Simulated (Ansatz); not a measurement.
GePt2:
```xyz
9
Lattice="6.7069 0.0000 0.0000 -3.3534 5.8083 0.0000 0.0000 0.0000 3.5740" Properties=species:S:1:pos:R:3 pbc="T T T"
Ge     3.3534     1.9361     0.0000
Ge     0.0000     3.8722     0.0000
Ge     0.0000     0.0000     1.7870
Pt     4.1572     0.0000     1.7870
Pt     1.2748     2.2080     1.7870
Pt    -2.0786     3.6003     1.7870
Pt    -0.9416     1.6309     0.0000
Pt     1.8832     0.0000     0.0000
Pt     2.4118     4.1774     0.0000
```

Relaxed with r²SCAN. Special points in fractions of this cell's reciprocal vectors: Γ (0.000, 0.000, 0.000); M (0.500, 0.000, 0.000); K (0.333, 0.333, 0.000); A (0.000, 0.000, 0.500); L (0.500, 0.000, 0.500); H (0.333, 0.333, 0.500).

Question: List the band energies nearest the Fermi level at these points for r²SCAN with spin–orbit coupling (plane waves, PAW; program Ansatz).

Answer: In eV from the Fermi level; about four levels below and three above (degenerate sets whole), none deeper than 8.9 eV; points with the same levels are listed once.

```json
[
 {"k": "Γ", "below": "-1.03 -1.03 -0.99 -0.99", "above": "0.11 0.11 2.42 2.42"},
 {"k": "M", "below": "-0.81 -0.81 -0.31 -0.31", "above": "0.46 0.46 1.33 1.33"},
 {"k": "K", "below": "-0.86 -0.86 -0.73 -0.73", "above": "1.35 1.35 1.49 1.49"},
 {"k": "A", "below": "-0.85 -0.85 -0.52 -0.52", "above": "0.01 0.01 0.08 0.08"},
 {"k": "L", "below": "-0.93 -0.93 -0.86 -0.86", "above": "1.16 1.16 1.54 1.54"},
 {"k": "H", "below": "-1.01 -1.01 -0.89 -0.89", "above": "1.66 1.66 1.87 1.87"}
]
```

Space group P-62m. The workflow started from a Materials Project entry (that database holds measured and hypothetical structures alike); the Crystallography Open Database copy checked does not list it. Whether it is the stable phase at ambient conditions was not checked. The cell was relaxed with r²SCAN under the symmetry of its start; its stability against distortions is not shown here. No spin polarisation was allowed.

Potentials: the later of the program's two PAW sets.
